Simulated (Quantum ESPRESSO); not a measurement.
Ga2Mg3InSnZr, different elements on one site, starting from this cell

Computed values, not a measurement. The program is pw.x of Quantum ESPRESSO 7.5 (plane-wave density functional theory). The cell is made up: eight metal atoms on a face-centred cubic lattice, with elements, volume, strain and displacements drawn at random and not relaxed, so it may be unstable or far from any real phase. PseudoDojo standard norm-conserving files set the functional (PBE unless stated); there is no spin polarisation or spin-orbit coupling, the Fermi-Dirac width of 0.25 eV means electrons at about 2900 K, and the masses in the input are unused placeholders. The tin pseudopotential is less sure than most, with forces differing by about three percent from a second method on plain tin. Heavy elements are run without spin-orbit coupling, which real alloys of them have. A spin test at this wide smearing found no moment, but such smearing suppresses magnetism that the real alloy may have.

The runs put different elements on site 6. Cell, positions, cutoff, mesh and smearing stay as in the input of run 1; sites are counted in its order. Stress in the tables is positive in tension.

Input of run 1:

```
&control calculation='scf', pseudo_dir='./dojo.nc.sr.pbe.v0_5.standard.upf', outdir='./o', disk_io='medium', tprnfor=.true., tstress=.true. /
&system ibrav=0, nat=8, ntyp=5, nbnd=58, ecutwfc=84.00895049, nosym=.true., tot_charge=0,
 occupations='smearing', smearing='fd', degauss=0.0183746611
/
&electrons conv_thr=1.470e-08, electron_maxstep=70, mixing_beta=0.5 /
ATOMIC_SPECIES
Ga 1.0 Ga.upf
In 1.0 In.upf
Mg 1.0 Mg.upf
Sn 1.0 Sn.upf
Zr 1.0 Zr.upf
CELL_PARAMETERS angstrom
2.2585 4.4789 2.2619
2.2358 -4.5079 2.3427
2.1169 0.0662 -6.7766
ATOMIC_POSITIONS angstrom
Ga 0.0503 0.0354 0.0321
Ga 2.0996 -2.3382 0.0261
Mg 2.2808 0.1042 -2.3078
Mg 4.331 -2.2165 -2.0331
In 2.0835 -0.0041 2.2814
Sn 2.272 2.1961 0.1357
Zr 4.513 0.0277 0.0676
Mg 4.4249 2.3447 -2.1239
K_POINTS automatic
5 5 4 1 1 1
```

```
run  elements on sites 1 to 8  -TS (eV)  pressure (GPa)  stress xx (GPa)  stress yy (GPa)  stress zz (GPa)  stress yz (GPa)  stress xz (GPa)  stress xy (GPa)  iterations
  1   Ga Ga Mg Mg In Sn Zr Mg    -1.100           -0.47             0.23             0.44             0.73             0.18            -1.97            -0.02          10
  2   Ga Ga Mg Mg In Ru Zr Mg    -1.337           -7.23             7.38             7.05             7.27            -0.88            -1.39            -0.80          11
  3    Ga Ga Mg Mg In W Zr Mg    -1.386           -7.10             7.58             6.48             7.25            -1.11            -0.57            -1.15          11
  4   Ga Ga Mg Mg In Hf Zr Mg    -1.351           -2.88             3.60             1.82             3.22            -0.30            -0.28            -0.55          11
  5   Ga Ga Mg Mg In Pd Zr Mg    -1.080           -5.15             5.13             5.00             5.32            -0.46            -2.04            -0.21          15
```

Forces Fx Fy Fz (eV/Å):

```
site             run 1             run 2             run 3              run 4              run 5
   1  -0.51 -0.06 0.09  -0.04 0.01 -0.19   0.07 0.00 -0.30  -0.11 -0.08 -0.18   -0.23 0.00 -0.06
   2   0.60 0.10 -0.09   0.22 0.14 -0.45   0.33 0.16 -0.43    0.59 0.12 -0.24    0.29 0.13 -0.34
   3  -0.47 -0.03 0.71  -0.81 -0.01 1.11  -0.78 -0.03 1.08   -0.53 -0.05 0.79   -0.72 -0.02 1.01
   4   0.15 0.31 -0.27   0.53 0.27 -0.62   0.45 0.26 -0.57    0.13 0.27 -0.26    0.40 0.29 -0.49
   5   0.52 -0.30 0.12  0.86 -0.04 -0.49  0.88 -0.12 -0.42   0.78 -0.27 -0.21   0.82 -0.08 -0.41
   6   0.16 0.47 -0.80  0.71 -0.27 -0.26  0.48 -0.10 -0.27   -0.30 0.42 -0.18   0.40 -0.08 -0.26
   7  -0.62 -0.11 0.52   -1.33 0.29 0.80   -1.32 0.21 0.81   -0.68 -0.04 0.44    -0.92 0.15 0.59
   8  0.17 -0.39 -0.28  -0.14 -0.40 0.10  -0.11 -0.38 0.09   0.13 -0.37 -0.17  -0.03 -0.40 -0.03
```

Energies are left out, as each element's file has its own zero. A rerun of one cell of this series at a higher cutoff and on a denser mesh moved values by no more than 0.006 eV in energy, 0.04 GPa in stress and 0.010 eV/Å in force, and a second program with other atomic files agreed on that cell to 2 % rms in force and 0.5 GPa in pressure.